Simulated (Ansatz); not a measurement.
GeMo₂N in space group P6_3/mmc (No. 194; Ge on 2d, Mo on 4f, N on 2a) under volume change, PBE in the plane-wave PAW code Ansatz, shape and atoms relaxed at each volume.

| V (Å³/atom) | E − E(relaxed) (meV/atom) | P (GPa) |
|---|---|---|
| 12.308 | 82.2 | 22.43 |
| 12.714 | 35.0 | 14.56 |
| 13.119 | 8.3 | 6.72 |
| 13.525 | 0.0 | 0.01 |
| 13.931 | 7.3 | -5.55 |
| 14.337 | 27.3 | -10.11 |
| 14.742 | 57.8 | -13.85 |

What does a third-order Birch–Murnaghan fit give for V₀, B₀ and B′?

V₀ = 13.54 Å³/atom, B₀ = 197 GPa, B′ = 4.0.

The start of the workflow was typed in or built on a structure type; neither database checked (COD, Materials Project) lists it. Its standing as an ambient phase is unchecked. Symmetry was held in the PBE relaxation; its stability against distortions is not shown here. The workflow began spin-polarised and lost its moments. The volume moved by 18 % from the start of the relaxation.

Potentials: the earlier of the program's two PAW sets.
